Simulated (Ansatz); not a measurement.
SrO (rock salt), conventional cell a = b = c = 5.1950 Å, α = β = γ = 90.00°. The calculation uses the primitive cell of 2 atoms, to which meshes and values per cell refer.

Two coordinates are scanned: the volume, and the ratio of the stretch along z (the conventional c axis) to the stretch across it. Atoms keep their fractional coordinates.

Computed with PBE (plane waves to 420 eV, PAW, scalar-relativistic; Ansatz, a program for electronic structure). k mesh 11×11×11 (Γ-centred), Fermi-Dirac smearing 0.05 eV. Compression counts positive. SrO was relaxed with its symmetry unable to fall.

Changes of σxx (GPa) from the point V/V₀ = 1.000, (c/a)/(c/a)₀ = 1.000 when one coordinate moves alone (two changes are said to add if the coupling is within 5 % of the smaller one, nearly so within 20 %):

| point | change |
|---|---|
| V/V₀ = 1.000, (c/a)/(c/a)₀ = 0.880 | -3.10 |
| V/V₀ = 1.000, (c/a)/(c/a)₀ = 0.940 | -1.90 |
| V/V₀ = 0.960, (c/a)/(c/a)₀ = 1.000 | 3.78 |
| V/V₀ = 0.980, (c/a)/(c/a)₀ = 1.000 | 1.79 |
| V/V₀ = 1.020, (c/a)/(c/a)₀ = 1.000 | -1.60 |
| V/V₀ = 1.040, (c/a)/(c/a)₀ = 1.000 | -3.04 |
| V/V₀ = 1.000, (c/a)/(c/a)₀ = 1.060 | 2.64 |
| V/V₀ = 1.000, (c/a)/(c/a)₀ = 1.120 | 6.02 |

**Question.** Do the two effects add at V/V₀ = 1.040, (c/a)/(c/a)₀ = 0.940? Give the computed change.

**Answer.** The sum of the single changes is -3.04 + (-1.90) = -4.94; the calculation gives -4.47, so the coupling contributes 0.47 (over 20 % of the smaller single change, not additive).

**Question.** What is the change at V/V₀ = 0.980, (c/a)/(c/a)₀ = 1.060, where both move, and how far is it from the sum?

**Answer.** The sum of the single changes is 1.79 + (2.64) = 4.43; the calculation gives 4.72, so the coupling contributes 0.29 (under 20 % of the smaller single change, nearly additive).

**Question.** What is the change at V/V₀ = 0.960, (c/a)/(c/a)₀ = 0.880, where both move, and how far is it from the sum?

**Answer.** The sum of the single changes is 3.78 + (-3.10) = 0.68; the calculation gives -0.38, so the coupling contributes -1.06 (over 20 % of the smaller single change, not additive).

(A scan under strain: stresses follow from slopes of the energy per volume, elastic moduli from its curvatures.)
